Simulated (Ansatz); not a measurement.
In₃Pd₅:
```
CELL_PARAMETERS angstrom
      5.66271     0.00000     0.00000
      0.00000    11.15518     0.00000
      0.00000     0.00000     4.23645
ATOMIC_POSITIONS crystal
  Pd 0.06820 0.24391 0.00000
  Pd 0.93180 0.75609 0.00000
  Pd 0.43180 0.74391 0.00000
  Pd 0.56820 0.25609 0.00000
  In 0.32214 0.14271 0.50000
  In 0.67786 0.85729 0.50000
  In 0.17786 0.64271 0.50000
  In 0.82214 0.35729 0.50000
  Pd 0.50000 0.00000 0.00000
  Pd 0.00000 0.50000 0.00000
  Pd 0.30140 0.39050 0.50000
  Pd 0.69860 0.60950 0.50000
  Pd 0.19860 0.89050 0.50000
  Pd 0.80140 0.10950 0.50000
  In 0.00000 0.00000 0.00000
  In 0.50000 0.50000 0.00000
```

Relaxed with r²SCAN. Special points in fractions of this cell's reciprocal vectors: Γ (0.000, 0.000, 0.000); X (0.500, 0.000, 0.000); S (0.500, 0.500, 0.000); Y (0.000, 0.500, 0.000); Z (0.000, 0.000, 0.500); U (0.500, 0.000, 0.500); R (0.500, 0.500, 0.500); T (0.000, 0.500, 0.500).

### Question
List the band energies nearest the Fermi level at these points for plane-wave PAW r²SCAN (Ansatz code).

### Answer
In eV from the Fermi level; about four levels below and three above (degenerate sets whole), none deeper than 8.9 eV; points with the same levels are listed once.

| k | below | above |
|---|---|---|
| Γ | -0.67 -0.63 -0.61 -0.03 | 0.14 0.27 1.30 |
| X | -1.17 -1.17 -0.38 -0.38 | 0.27 0.27 2.59 2.59 |
| S | -1.44 -1.44 -1.22 -1.22 | 2.04 2.04 2.91 2.91 |
| Y | -0.35 -0.35 -0.08 -0.08 | 0.67 0.67 1.44 1.44 |
| Z | -1.35 -1.21 -1.02 -0.84 | 0.74 1.20 1.24 |
| U | -0.11 -0.11 -0.10 -0.10 | 1.23 1.23 1.60 1.60 |
| R | -1.42 -1.42 -1.26 -1.26 | 0.12 0.12 0.24 0.24 |
| T | -0.40 -0.40 -0.19 -0.19 | 2.01 2.01 2.67 2.67 |

Space group Pbam. The workflow started from an entry of the Crystallography Open Database (COD). Whether it is the stable phase at ambient conditions was not checked. The cell was relaxed with r²SCAN under the symmetry of its start; whether a distortion lowers the energy is not shown. No spin polarisation was allowed. Spin–orbit coupling is left out wherever it is not named.

Potentials: the later of the program's two PAW sets.
